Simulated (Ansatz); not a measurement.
A geometry of AlNi away from equilibrium: step 2 of the relaxation of a generated trial cell of AlNi in the AFLOW prototype AB_oP8_57_d_d (as in TlF). These are r2SCAN (plane waves to 500 eV, PAW, scalar-relativistic; Ansatz, an electronic-structure program) values and carry that method's errors. Γ-centred k-mesh 7×7×8 on the run's cell (coarser than for final values), Fermi–Dirac smearing 0.05 eV.

```xyz
8
Lattice="5.0159 0.0000 0.0000 0.0000 4.5520 0.0000 0.0000 0.0000 4.3061" Properties=species:S:1:pos:R:3:forces:R:3 pbc="T T T" free_energy=-25544.386 pressure_GPa=11.8
Al     1.4552     2.3899     1.0765    3.2884    1.6273    0.0000
Al     1.4552     4.4381     3.2296    3.2884   -1.6273    0.0000
Al     3.5607     0.1139     1.0765   -3.2884    1.6273    0.0000
Al     3.5607     2.1621     3.2296   -3.2884   -1.6273    0.0000
Ni     4.2848     2.5709     1.0765   -0.3782   -0.5693    0.0000
Ni     4.2848     4.2571     3.2296   -0.3782    0.5693    0.0000
Ni     0.7311     0.2949     1.0765    0.3782   -0.5693    0.0000
Ni     0.7311     1.9811     3.2296    0.3782    0.5693    0.0000
```

Positions in Å, forces in eV/Å, free energy of the cell in eV (comparable only within this code, potentials and settings). Largest force: 3.67 eV/Å, on Al1, Al2, Al3, Al4 (atoms numbered as listed); the geometry lies 0.26 eV/atom above the end of its relaxation.

Spin-polarised start, with parallel moments on Ni.

No spin polarisation in the result: the starting moments vanished. A magnetic state may lie lower.

The run could not lose the symmetry of its start, so the end can be a saddle point.

The end of the path is a generated cell of AlNi: the first start was made by placing the elements on the sites of a structure type, and the end was not matched to a known phase here, so it may be hypothetical. Known forms of AlNi include space group No. 221.
